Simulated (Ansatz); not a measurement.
A relaxation computed with Ansatz, from input to last step.

```yaml
crystal:
  lattice:
    - [5.0506742405, 0.0, 0.0]
    - [-2.5253371202, 4.3740121985, 0.0]
    - [0.0, 0.0, 4.0828757617]
  atoms:
    - { symbol: Al, position: [0.6666666667, 0.3333333333, 0.25] }
    - { symbol: Al, position: [0.3333333333, 0.6666666667, 0.75] }
    - { symbol: Co, position: [0.1651963165, 0.3303926331, 0.25], spin: 1.42 }
    - { symbol: Co, position: [0.6696073669, 0.8348036835, 0.25], spin: 1.42 }
    - { symbol: Co, position: [0.1651963165, 0.8348036835, 0.25], spin: 1.42 }
    - { symbol: Co, position: [0.8348036835, 0.6696073669, 0.75], spin: 1.42 }
    - { symbol: Co, position: [0.3303926331, 0.1651963165, 0.75], spin: 1.42 }
    - { symbol: Co, position: [0.8348036835, 0.1651963165, 0.75], spin: 1.42 }
basis:
  ecutwfc: 420
kpoints:
  mp_grid: { grid: [12, 12, 10] }
hamiltonian:
  xc: pbesol
scf:
  occupations: { method: gaussian, width: 0.1 }
output:
  forces: true
  stress: true
  eigenvalues: true
  populations: true
magnetization:
  spin_polarized: true
relax:
  adjacent_minimum: "off"
  f_tol: 0.01
  max_steps: 30
  cell: { stress_tol: 0.1, fix: [volume] }
```

```bash
ansatz run input.yaml --threads 2 --pin off --max-ram 5120MiB --backend cpu --events-out ev --progress --plain --runs-dir out
```

Level of theory: DFT PBEsol, scalar-relativistic, plane waves, PAW in Ansatz 0.2.0.

The volume is held at 1.03 times that of the relaxed cell.

Of 4 frames 3 are shown, positions in Å and forces in eV/Å; the SCF threshold varies from step to step. Steps run on the plane waves of an earlier cell, with a Pulay correction in the pressure. The basis is chosen afresh for the last frame, the zero of the energies, and at times for earlier ones too; energy and pressure step there, also at an unchanged geometry.

```xyz
8
Lattice="5.0507 0.0000 0.0000 -2.5253 4.3740 0.0000 0.0000 0.0000 4.0829" Properties=species:S:1:pos:R:3:forces:R:3 pbc="T T T" step=1 free_energy_over_end_meV_per_atom=0.01 pressure_GPa=-5.79
Al    2.5253    1.4580    1.0207    0.0000    0.0000    0.0000
Al    0.0000    2.9160    3.0622    0.0000    0.0000    0.0000
Co    0.0000    1.4451    1.0207    0.0000   -0.0192    0.0000
Co    1.2738    3.6514    1.0207    0.0166    0.0096    0.0000
Co   -1.2738    3.6514    1.0207   -0.0166    0.0096    0.0000
Co    2.5253    2.9289    3.0622    0.0000    0.0192    0.0000
Co    1.2515    0.7226    3.0622   -0.0166   -0.0096    0.0000
Co    3.7991    0.7226    3.0622    0.0166   -0.0096    0.0000
8
Lattice="5.0500 0.0000 0.0000 -2.5250 4.3734 0.0000 0.0000 0.0000 4.0840" Properties=species:S:1:pos:R:3:forces:R:3 pbc="T T T" step=2 free_energy_over_end_meV_per_atom=0.00 pressure_GPa=-5.79
Al    2.5250    1.4578    1.0210    0.0000    0.0000    0.0000
Al    0.0000    2.9156    3.0630    0.0000    0.0000    0.0000
Co    0.0000    1.4445    1.0210    0.0000   -0.0123    0.0000
Co    1.2740    3.6512    1.0210    0.0106    0.0061    0.0000
Co   -1.2740    3.6512    1.0210   -0.0106    0.0061    0.0000
Co    2.5250    2.9289    3.0630    0.0000    0.0123    0.0000
Co    1.2510    0.7222    3.0630   -0.0106   -0.0061    0.0000
Co    3.7990    0.7222    3.0630    0.0106   -0.0061    0.0000
8
Lattice="5.0491 0.0000 0.0000 -2.5246 4.3727 0.0000 0.0000 0.0000 4.0854" Properties=species:S:1:pos:R:3:forces:R:3 pbc="T T T" step=4 free_energy_over_end_meV_per_atom=0.00 pressure_GPa=-5.78
Al    2.5246    1.4576    1.0213    0.0000    0.0000    0.0000
Al    0.0000    2.9151    3.0640    0.0000    0.0000    0.0000
Co    0.0000    1.4434    1.0213    0.0000   -0.0001    0.0000
Co    1.2745    3.6510    1.0213    0.0001    0.0000    0.0000
Co   -1.2745    3.6510    1.0213   -0.0001    0.0000    0.0000
Co    2.5246    2.9292    3.0640    0.0000    0.0001    0.0000
Co    1.2501    0.7217    3.0640   -0.0001    0.0000    0.0000
Co    3.7991    0.7217    3.0640    0.0001    0.0000    0.0000
```

The run took 3.2 min on 2 threads of Intel(R) Xeon(R) Platinum 8375C CPU @ 2.90GHz (Ice Lake), on a shared host, peak memory 1.2 GiB.